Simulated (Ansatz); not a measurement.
Cell and atoms are relaxed with the symmetry kept. Start:

```
Rb Mn F
1.0
     4.23247    0.00000    0.00000
     0.00000    4.23247    0.00000
     0.00000    0.00000    4.23247
Rb Mn F
1 1 3
Direct
  0.00000 0.00000 0.00000
  0.50000 0.50000 0.50000
  0.50000 0.00000 0.50000
  0.50000 0.50000 0.00000
  0.00000 0.50000 0.50000
```

Computed with DFT r2SCAN, scalar-relativistic, plane waves, PAW in Ansatz.

Plane waves to 500 eV, a k mesh through Γ of 6×6×6 on the computed 5-atom cell and Gaussian smearing (0.02 eV); collinear spin from starting moments 0 4.68 0 0 0 μB.

Question: What does it relax to?

Answer: The volume increases by 0.01 Å³/atom to 15.18 Å³/atom, and the energy changes by under 0.1 meV/atom. The cell ends with a moment of 5.00 μB (only this magnetic start was tried). Final structure:
```
Rb Mn F
1.0
     4.23381    0.00000    0.00000
     0.00000    4.23381    0.00000
     0.00000    0.00000    4.23381
Rb Mn F
1 1 3
Direct
  0.00000 0.00000 0.00000
  0.50000 0.50000 0.50000
  0.50000 0.00000 0.50000
  0.50000 0.50000 0.00000
  0.00000 0.50000 0.50000
```

Course of the relaxation (steps run on the plane waves of an earlier cell, and the basis is chosen afresh near the end, so energy and pressure can step there; trial steps that raised the energy were taken back; energies are free energies):

```json
{"step": "1", "P (GPa)": "0.09", "V (Å³/atom)": "15.16"}
{"step": "2", "P (GPa)": "0.03", "V (Å³/atom)": "15.18"}
{"step": "3", "P (GPa)": "0.03", "V (Å³/atom)": "15.18"}
```

The state reached may not be the lowest one. The cell holds one magnetic atom, so it can only be ferromagnetic; an antiferromagnetic order may lie lower.

Symmetry holds off the tilts and polar distortions that many cubic perovskites undergo.

Cost: 1 run of about 0.86 core-minutes, on Arm Neoverse V1 (shared hosts).